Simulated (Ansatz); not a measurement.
W:
```
CELL_PARAMETERS angstrom
      2.75559     0.00000     0.00000
     -1.37779     2.38641     0.00000
      0.00000     0.00000     4.96012
ATOMIC_POSITIONS crystal
  W  0.33333 0.66667 0.75000
  W  0.66667 0.33333 0.25000
```

Relaxed with r²SCAN. Special points in fractions of this cell's reciprocal vectors: Γ (0.000, 0.000, 0.000); M (0.500, 0.000, 0.000); K (0.333, 0.333, 0.000); A (0.000, 0.000, 0.500); L (0.500, 0.000, 0.500); H (0.333, 0.333, 0.500).

Problem. List the band energies nearest the Fermi level at these points for DFT-r²SCAN in the program Ansatz with PAW potentials.

Solution. In eV from the Fermi level; about four levels below and three above (degenerate sets whole), none deeper than 8.9 eV; … stands for higher levels left out; points with the same levels are listed once.

| k | below | above |
|---|---|---|
| Γ | -2.00 -0.63 -0.47 -0.47 | 0.11 0.11 2.29 2.29 |
| M | -1.42 -1.05 -0.54 -0.01 | 4.92 6.01 6.31 |
| K | -3.00 -3.00 -2.59 -1.61 -1.61 | 0.22 3.24 3.24 |
| A | -0.40 -0.40 -0.40 -0.40 | … |
| L | -5.73 -5.73 -3.73 -3.73 | 1.19 1.19 1.89 1.89 |
| H | -3.03 -3.03 -1.54 -1.54 | 0.62 0.62 4.49 4.49 |

Space group P6_3/mmc (hcp (Mg type)). The start of the workflow was typed in or built on a structure type; the Crystallography Open Database copy checked does not list it. It is not the phase usual at ambient conditions (space group No. 229). The cell was relaxed with r²SCAN under the symmetry of its start; whether a distortion lowers the energy is not shown. No spin polarisation was allowed. Spin–orbit coupling is left out wherever it is not named.

Potentials: the earlier of the program's two PAW sets.
